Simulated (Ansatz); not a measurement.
Consider the following.

CuSe₂:
```
CuSe2
1.0
    5.03288     0.00000     0.00000
    0.00000     6.18735     0.00000
    0.00000     0.00000     3.76813
Cu Se
2 4
Cartesian
  0.00000   0.00000   0.00000
  2.51644   3.09368   1.88407
  0.93296   2.38846   0.00000
  4.09991   3.79890   0.00000
  3.44940   0.70522   1.88407
  1.58348   5.48213   1.88407
```

This is the r²SCAN-relaxed structure.

**Question.** All from DFT-r²SCAN in the program Ansatz with PAW potentials, unless another level is named. Estimate the electronic character.

**Answer.** metallic (no gap).

**Question.** What about the density of states at the Fermi level?

**Answer.** 0.49 states/eV per atom (mean over ±0.08 eV).

**Question.** Next, the formation energy from the elements (no fitted shifts)?

**Answer.** -0.13 eV/atom.

Space group Pnnm. The first step of the workflow began from a Materials Project structure, measured or hypothetical; the Crystallography Open Database files this formula in space group No. 58, but the cells were not matched. Its standing as an ambient phase is unchecked. The cell was relaxed with r²SCAN under the symmetry of its start; whether a distortion lowers the energy is not shown. No spin polarisation was allowed. The references are the lowest solids computed at this level, not always the standard phases. Scalar-relativistic: spin–orbit coupling is off unless named, which matters more the heavier the elements.

Potentials: the later of the program's two PAW sets.
